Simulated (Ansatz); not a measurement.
Single point in Ansatz 0.2.0 with a composed functional ({exchange: {pbe: {weight: 1.0, kappa: 0.491, mu: 0.2009}}, correlation: pbe}), no spin polarisation. Cutoff 420 eV, PAW datasets, 4×4×7 Γ-centred k mesh, tetrahedron filling.

Computed maps in the lattice plane spanned by b (left to right, 7.23 Å, 22 points from zero) and c (bottom to top, 3.66 Å, 11 points from zero), 90° apart, at height 0.000 along a. The fields are smooth PAW ones with compensation charges, not the true ones near nuclei.

Valence density. Digits on a logarithmic scale: 0 up to 0.03 e/Å³, each further digit a factor of 1.6, 9 from 1.3 e/Å³ up:
```
5568999964334443444555
7666899743334444445566
9876665433346886445678
9997554333469999656799
9997654333489999856799
9997654333489999856799
9997554333469999656799
9876665433346886445678
7666899743334444445566
5568999964334443444555
5569999974344443444455
```

ELF. Ten even steps from '0' (0.04) to '9' (0.74):
```
6415968920344333444345
4431699500210000257654
5532111001002662048645
8863322221029999126468
4883467651079229525488
4883467651079229525488
8863322221029999126468
5532111001002662048645
4431699500210000257654
6415968920344333444345
6307803940356666532234
```

Q: The cell is Sc6Ga2Os. Which atoms lie within 0.2 Å of this plane, and where (fractions of b and c)?

A: Os at (0.00, 0.50), Sc at (0.61, 0.50), Sc at (0.24, 0.00). The whole cell:
```
Ga Os Sc
1.0
     7.23334    0.00000    0.00000
    -3.61667    6.26425    0.00000
     0.00000    0.00000    3.66456
Ga Os Sc
2 1 6
Direct
  0.33330 0.66670 0.00000
  0.66670 0.33330 0.00000
  0.00000 0.00000 0.50000
  0.61260 0.00000 0.50000
  0.38740 0.38740 0.50000
  0.00000 0.61260 0.50000
  0.23860 0.00000 0.00000
  0.76140 0.76140 0.00000
  0.00000 0.23860 0.00000
```

Origin: a known structure type with other elements, at an estimated volume, so it need not be a known compound. Caveats: empty levels are not fully converged; many states at the Fermi level without spin polarisation, so a magnetic state may lie lower; atoms or cell far from equilibrium.
